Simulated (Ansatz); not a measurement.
AlCrB:
```yaml
crystal:
  lattice:
    - [1.48338, -6.91551, 0.00000]
    - [1.48338, 6.91551, 0.00000]
    - [0.00000, 0.00000, 2.94596]
  atoms:
    - { symbol: Al, position: [0.69102, 0.30898, 0.25000] }
    - { symbol: Al, position: [0.30898, 0.69102, 0.75000] }
    - { symbol: B, position: [0.46745, 0.53255, 0.75000] }
    - { symbol: B, position: [0.53255, 0.46745, 0.25000] }
    - { symbol: Cr, position: [0.08370, 0.91630, 0.75000] }
    - { symbol: Cr, position: [0.91630, 0.08370, 0.25000] }
```

This is the PBEsol-relaxed structure.

Problem. All from PBEsol in the plane-wave PAW code Ansatz, unless another level is named. Estimate the electronic character.

Solution. metallic (no gap).

Problem. And the density of states at the Fermi level?

Solution. 0.33 states/eV per atom (mean over ±0.08 eV).

Problem. Give the formation energy from the elements (no fitted shifts).

Solution. -0.41 eV/atom.

Space group Cmcm. The start of the workflow was typed in or built on a structure type; neither database checked (COD, Materials Project) lists it. Its standing as an ambient phase is unchecked. The cell was relaxed with PBEsol under the symmetry of its start; its stability against distortions is not shown here. The workflow began spin-polarised and lost its moments. The references are the lowest solids computed at this level, not always the standard phases.

Potentials: the earlier of the program's two PAW sets. The files were generated under PBE; for other functionals the program regenerates the frozen cores, and for LDA and PBEsol the local potential too.
